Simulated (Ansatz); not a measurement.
**An elastic constant from a strain scan in Si2W3**

All numbers below come from Ansatz 0.2.0, DFT PBE, scalar-relativistic, plane waves, PAW. The runs took a 420 eV cutoff, a Γ-centred 6×6×12 mesh and Gaussian smearing (0.15 eV). Spin–orbit coupling is left out, which can shift energies with elements as heavy as these. No spin polarisation. Energies are free energies at this smearing, counted from the undisturbed cell; pressure is positive in compression.

The undisturbed cell (relaxed at this level; it needn't be the usual structure):

```xyz
10
Lattice="6.6300 0.0000 0.0000 0.0000 6.6300 0.0000 0.0000 0.0000 3.3123" Properties=species:S:1:pos:R:3 pbc="T T T"
Si    0.8900    4.2050    0.0000
Si    5.7401    2.4250    0.0000
Si    4.2050    5.7401    0.0000
Si    2.4250    0.8900    0.0000
W     3.3150    3.3150    0.0000
W     0.0000    0.0000    0.0000
W     4.3726    1.0576    1.6562
W     2.2574    5.5725    1.6562
W     1.0576    2.2574    1.6562
W     5.5725    4.3726    1.6562
```

The cell is strained by ε times the Voigt pattern (1, 1, 0, 0, 0, 0) (xx, yy, zz, yz, xz, xy; engineering shear) with fractional coordinates fixed. The cell holds 10 atoms in V0 = 145.60 Å³. The stress column is τ = (1/V0) dE/dε, got from the stress tensor σ (compression positive) at each point as −det(1 + εP) σ : P(1 + εP)⁻¹, with P the pattern as a tensor.

| ε | ΔE (meV/atom) | τ (GPa) |
| --- | --- | --- |
| -0.0200 | 21.567 | -24.566 |
| -0.0150 | 11.907 | -17.995 |
| -0.0100 | 5.171 | -11.692 |
| -0.0050 | 1.241 | -5.649 |
| 0.0000 | 0.000 | 0.142 |
| 0.0050 | 1.331 | 5.688 |
| 0.0100 | 5.132 | 10.998 |
| 0.0150 | 11.292 | 16.078 |
| 0.0175 | 15.224 | 18.536 |
| 0.0200 | ? | ? |

Question: Which combination of elastic constants does this scan measure, and how large is it?

Answer: For small ε, τ = τ0 + Kε with K = pᵀCp, which for this pattern is C11 + C22 + 2 C12 in the Cartesian frame shown. The parabola through τ at ε = -0.0050, 0 and 0.0050 has slope K = 1134 GPa at zero. The energies per cell, E = NΔE, of the same two points give K = 2[E(ε₊)/ε₊ − E(ε₋)/ε₋]/[(ε₊ − ε₋)V0] = 1132 GPa, in agreement. These are clamped-ion values.

Question: Predict the withheld row at ε = 0.0200 from the harmonic law, and compare.

Answer: ΔE = V0(τ0 ε + Kε²/2)/N = 20.863 meV/atom and τ = 22.82 GPa. The calculation gives 19.710 meV/atom and 20.94 GPa: the energy lies 6 % below the harmonic value, as bonds soften when stretched.

Forces appear on the atoms along this scan, and letting them relax would lower the energy and soften the response. In a metal these slopes depend on the k mesh and the smearing.